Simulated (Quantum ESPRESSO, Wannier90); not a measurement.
# Wannierisation of ZrSe$_{2}$ (CdI2 type)

Materials Project entry mp-2076; symmetrised, unrelaxed at this level. COD (Crystallography Open Database) has an entry of this formula and space group (matched by these alone). Level: PBEsol, spinors with spin-orbit coupling; pw.x of Quantum ESPRESSO at 69 Ry with PseudoDojo potentials, 6×6×4 k-points, Wannier90. Density: 12×12×6 mesh, Gaussian smearing 0.01 Ry. The cell is built of weakly bound layers, chains or molecules, whose nearest atoms lie 3.95 Å apart. Database cells relaxed without dispersion often hold them too far apart, which can enlarge gaps and weakens couplings between them; spacing and stacking were not compared with the measured crystal. The gap is small at this level and was sampled on the meshes and a path alone.

On the energy scale of pw.x, whose zero is arbitrary, the valence-band maximum lies at 8.51 eV.

Input w.win:

```
num_bands = 2
num_wann = 2
exclude_bands = 1-22,25-74
spinors = true
num_iter = 1000
conv_tol = 1.0e-6
conv_window = 4
write_hr = true
write_u_matrices = true
auto_projections = true
begin unit_cell_cart
ang
    3.8111501223    0.0000000000    0.0000000000
   -1.9055750611    3.3005528235    0.0000000000
    0.0000000000    0.0000000000    6.3999100000
end unit_cell_cart
begin atoms_frac
Zr   0.0000000000  0.0000000000  0.0000000000
Se  -0.3333333333  0.3333333333 -0.2441200000
Se   0.3333333333 -0.3333333333  0.2441200000
end atoms_frac
mp_grid = 6 6 4
begin kpoints
0.0000000000 0.0000000000 0.0000000000
0.0000000000 0.0000000000 0.2500000000
0.0000000000 0.0000000000 0.5000000000
... (141 more lines: the 6x6x4 mesh through Gamma)
end kpoints
```

Input of pw2wannier90.x that gives the overlap and projection files (equivalent; here they were cut from one run over all bands):

```
&inputpp
  outdir = './out'
  prefix = 'pwscf'
  seedname = 'w'
  write_amn = .true.
  write_mmn = .true.
  scdm_proj = .true.
  scdm_entanglement = 'isolated'
/
```

Output w.wout (banner and timings cut):

```
                                    ------
                                    SYSTEM
                                    ------

                              Lattice Vectors (Ang)
                    a_1     3.811150   0.000000   0.000000
                    a_2    -1.905575   3.300553   0.000000
                    a_3     0.000000   0.000000   6.399910

                   Unit Cell Volume:      80.50384  (Ang^3)

                        Reciprocal-Space Vectors (Ang^-1)
                    b_1     1.648632   0.951838  -0.000000
                    b_2     0.000000   1.903677   0.000000
                    b_3     0.000000  -0.000000   0.981762

 *----------------------------------------------------------------------------*
 |   Site       Fractional Coordinate          Cartesian Coordinate (Ang)     |
 +----------------------------------------------------------------------------+
 | zr   1   0.00000   0.00000   0.00000   |    0.00000   0.00000   0.00000    |
 | se   1  -0.33333   0.33333  -0.24412   |   -1.90558   1.10018  -1.56235    |
 | se   2   0.33333  -0.33333   0.24412   |    1.90558  -1.10018   1.56235    |
 *----------------------------------------------------------------------------*
                                ------------
                                K-POINT GRID
                                ------------

             Grid size =  6 x  6 x  4      Total points =  144

 *---------------------------------- MAIN ------------------------------------*
 |  Number of Wannier Functions               :                 2             |
 |  Number of Objective Wannier Functions     :                 2             |
 |  Number of input Bloch states              :                 2             |
 |  Output verbosity (1=low, 5=high)          :                 1             |
 |  Timing Level (1=low, 5=high)              :                 1             |
 |  Optimisation (0=memory, 3=speed)          :                 3             |
 |  Length Unit                               :               Ang             |
 |  Post-processing setup (write *.nnkp)      :                 F             |
 |  Using Gamma-only branch of algorithms     :                 F             |
 *----------------------------------------------------------------------------*
 *------------------------------- WANNIERISE ---------------------------------*
 |  Total number of iterations                :              1000             |
 |  Number of CG steps before reset           :                 5             |
 |  Trial step length for line search         :             2.000             |
 |  Convergence tolerence                     :         0.100E-05             |
 |  Convergence window                        :                 4             |
 |  Iterations between writing output         :                 1             |
 |  Iterations between backing up to disk     :               100             |
 |  Write r^2_nm to file                      :                 F             |
 |  Write xyz WF centres to file              :                 F             |
 |  Write on-site energies <0n|H|0n> to file  :                 F             |
 |  Use guiding centre to control phases      :                 F             |
 |  Use phases for initial projections        :                 F             |
 *----------------------------------------------------------------------------*
 *-------------------------------- PLOTTING ----------------------------------*
 |  Plotting Hamiltonian in WF basis          :                 T             |
 *----------------------------------------------------------------------------*

       ... (k-mesh section left out)

 Starting a new Wannier90 calculation ...

 Reading overlaps from w.mmn

 Reading projections from w.amn

 *------------------------------- WANNIERISE ---------------------------------*
 +--------------------------------------------------------------------+<-- CONV
 | Iter  Delta Spread     RMS Gradient      Spread (Ang^2)            |<-- CONV
 +--------------------------------------------------------------------+<-- CONV

 ------------------------------------------------------------------------------
 Initial State
  WF centre and spread    1  ( -0.000000,  0.000002, -0.000003 )     0.60716657
  WF centre and spread    2  (  0.000000, -0.000002,  0.000003 )     0.60968438
  Sum of centres and spreads ( -0.000000, -0.000000, -0.000000 )     1.21685095

      0     0.122E+01     0.0000000000        1.2168509453  <-- CONV
        O_D=      0.0025248 O_OD=      0.0000599 O_TOT=      1.2168509 <-- SPRD
 ------------------------------------------------------------------------------
      1    -0.257E-02     0.0307724430        1.2142792053  <-- CONV
        O_D=      0.0000089 O_OD=      0.0000040 O_TOT=      1.2142792 <-- SPRD
      2    -0.199E-05     0.0015053481        1.2142772158  <-- CONV
        O_D=      0.0000070 O_OD=      0.0000039 O_TOT=      1.2142772 <-- SPRD
      3    -0.924E-07     0.0004858082        1.2142771234  <-- CONV
        O_D=      0.0000070 O_OD=      0.0000039 O_TOT=      1.2142771 <-- SPRD
      4    -0.948E-08     0.0001241272        1.2142771139  <-- CONV
        O_D=      0.0000070 O_OD=      0.0000039 O_TOT=      1.2142771 <-- SPRD
      5    -0.427E-08     0.0000718920        1.2142771097  <-- CONV
        O_D=      0.0000069 O_OD=      0.0000039 O_TOT=      1.2142771 <-- SPRD
      6    -0.125E-08     0.0000391692        1.2142771084  <-- CONV
        O_D=      0.0000069 O_OD=      0.0000039 O_TOT=      1.2142771 <-- SPRD
             <<<     Delta < 1.000E-06  over  4 iterations     >>>
             <<< Wannierisation convergence criteria satisfied >>>
 Final State
  WF centre and spread    1  ( -0.000000,  0.000000, -0.000000 )     0.60713855
  WF centre and spread    2  (  0.000000, -0.000000,  0.000000 )     0.60713855
  Sum of centres and spreads ( -0.000000, -0.000000, -0.000000 )     1.21427711

         Spreads (Ang^2)       Omega I      =     1.214266308
        ================       Omega D      =     0.000006949
                               Omega OD     =     0.000003851
    Final Spread (Ang^2)       Omega Total  =     1.214277108
```
